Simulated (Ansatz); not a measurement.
## SiC: which input changes reach the field gradients?

Cell: a COD entry (perhaps calculated rather than measured).

```
Si C
1.0
     3.08100    0.00000    0.00000
    -1.54050    2.66822    0.00000
     0.00000    0.00000   15.12480
Si C
6 6
Direct
  0.00000 0.00000 0.00000
  0.00000 0.00000 0.50000
  0.33333 0.66667 0.16640
  0.66667 0.33333 0.66640
  0.66667 0.33333 0.33290
  0.33333 0.66667 0.83290
  0.33333 0.66667 0.04120
  0.66667 0.33333 0.54120
  0.66667 0.33333 0.20800
  0.33333 0.66667 0.70800
  0.00000 0.00000 0.37460
  0.00000 0.00000 0.87460
```

Atom numbers follow the list; atoms alike are taken as one site, whose name carries the number of the first.

Reference run. Computed with Ansatz: DFT, PBE, plane waves and PAW, scalar-relativistic, 420 eV cutoff, Γ-centred 10×10×2 k-points, Fermi–Dirac smearing 0.02 eV.

It gives V_zz (10²¹ V/m²) Si3 0.24 (η 0.00), C11 0.21 (η 0.00), among others. Each of these runs changes the input as listed (caps on SCF iterations aside):

A. total_charge: not typed → -1; scf.initial_density.chi_scale: not typed → 0.0; crystal.symmetry: not typed → {detect: false}
B. kpoints.mp_grid.shift: not typed → [0.5, 0.5, 0.5]; hamiltonian.pseudopotentials: {kind: paw} → {kind: paw, source: ansatz}

Q: Which of these changes matter for the gradients?

A: 

```csv
run,Si3 V_zz (η),C11 V_zz (η),"largest change of a gradient tensor, all atoms",note
A,0.19 (0.00),<0.005 (–),0.32,converged; cell charge -1 on a uniform background; no gap left; odd number of electrons without spin polarisation
B,0.25 (0.01),0.21 (0.01),0.01,converged; another set of PAW files; cutoff taken 820 eV; the mesh lowers the symmetry
```

Run A moves them most, on Si5 (V_zz from 0.24 to -0.085).

In run A the shift comes from total_charge: the other keys steer the path to self-consistency or leave the density as it is.

On the reference run: The values hang on the deposited positions: relaxing the atoms moves V_zz on Si1 from 0.008 to -0.056.
